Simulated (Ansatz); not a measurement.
Data:

SiC:
```
CELL_PARAMETERS angstrom
      3.08493     0.00000     0.00000
     -1.54247     2.67163     0.00000
      0.00000     0.00000     7.06170
ATOMIC_POSITIONS crystal
  Si 0.50000 0.00000 0.50000
  Si 0.00000 0.50000 0.16667
  Si 0.50000 0.50000 0.83333
  C  0.50000 0.00000 0.00000
  C  0.00000 0.50000 0.66667
  C  0.50000 0.50000 0.33333
```

This is the PBE-relaxed structure.

Q: All from PBE (plane waves, PAW; program Ansatz), unless another level is named. Predict the smallest direct gap on the standard path.

A: 3.00 eV.

Q: Predict the band gap.

A: 0.87 eV (indirect).

Q: Give the weight of the valence-edge state by species (Voronoi cells).

A: C 77 %, Si 23 %.

Q: What about the valence-band maximum?

A: at Γ.

Space group P6_222. The cell is a constructed one: a structure type filled with these elements; neither database checked (COD, Materials Project) lists it. It is not the phase usual at ambient conditions (space group No. 186, 216). The PBE relaxation kept the symmetry of its start; phonons on a q-mesh show no instability.

Potentials: the later of the program's two PAW sets.
